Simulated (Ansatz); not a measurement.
HfO2:
```xyz
3
Lattice="0.0000 2.5488 2.5488 2.5488 0.0000 2.5488 2.5488 2.5488 0.0000" Properties=species:S:1:pos:R:3 pbc="T T T"
Hf     0.0000     0.0000     0.0000
O      1.2744     1.2744     1.2744
O      3.8232     3.8232     3.8232
```

Relaxed with PBE. Special points in fractions of this cell's reciprocal vectors: Γ (0.000, 0.000, 0.000); X (0.500, 0.000, 0.500); U (0.625, 0.250, 0.625); K (0.375, 0.375, 0.750); L (0.500, 0.500, 0.500); W (0.500, 0.250, 0.750).

List the band energies nearest the valence-band maximum at these points for PBE with spin–orbit coupling (plane waves, PAW; program Ansatz).

In eV from the valence-band maximum; about four levels below and three above (degenerate sets whole), none deeper than 8.9 eV; points with the same levels are listed once.

| k | below | above |
|---|---|---|
| Γ | -0.56 -0.56 -0.56 -0.56 | 3.85 3.85 3.85 3.85 |
| X | -1.52 -1.52 0.00 0.00 | 3.75 3.75 5.37 5.37 |
| U | -1.34 -1.34 -0.33 -0.33 | 4.26 4.26 5.32 5.32 |
| L | -1.92 -1.92 -1.70 -1.70 | 4.43 4.43 4.66 4.66 |
| W | -1.42 -1.42 -0.20 -0.20 | 4.74 4.74 5.06 5.06 |

Space group Fm-3m (fluorite). This is a known high-temperature phase of the composition, computed here at zero pressure and temperature. The cell was relaxed with PBE under the symmetry of its start. At this level the phase is dynamically unstable (imaginary phonons). No spin polarisation was allowed.

Potentials: the later of the program's two PAW sets.
